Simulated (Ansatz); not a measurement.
Free-standing chains of the atoms of Ta, named by their start (strip: triangular double chain, ladder: square double chain); atoms and period are relaxed, and energies count from relaxed bulk Ta (Im-3m, 18.04 Å³/atom, gap on the mesh 0.00 eV).

Theory: DFT r2SCAN, scalar-relativistic, plane waves, PAW in Ansatz.

Plane waves to 500 eV, a k mesh through Γ of 1×1×25 on the computed 1-atom cell and Gaussian smearing (0.05 eV); collinear spin from starting moments 1.5 μB.

Start (linear chain):

```
Ta
1.0
     9.00000    0.00000    0.00000
     0.00000    9.30000    0.00000
     0.00000    0.00000    2.57566
Ta
1
Direct
  0.50000 0.50000 0.00000
```

Problem. Relax it.

Solution. The free energy falls by 176 meV/atom.

* excess energy (eV per host atom): 5.498
* period (Å): 2.399
* gap on the mesh (eV): 0
* highest filled level or Fermi level under vacuum (eV): 4.12
* size of the moment (μB per cell): 1.16

Relaxed structure:
```
Ta
1.0
     9.00000    0.00000    0.00000
     0.00000    9.30000    0.00000
     0.00000    0.00000    2.39871
Ta
1
Cartesian
  4.5000 4.6500 0.0000
```

Spin-orbit coupling is left out, which matters for the bands of heavy elements.

Each run keeps its start's symmetry and one magnetic start, so lower states can exist.

The run took 75 s on 2 threads of Intel(R) Xeon(R) Processor @ 2.70GHz (shared host), peak memory 0.96 GiB.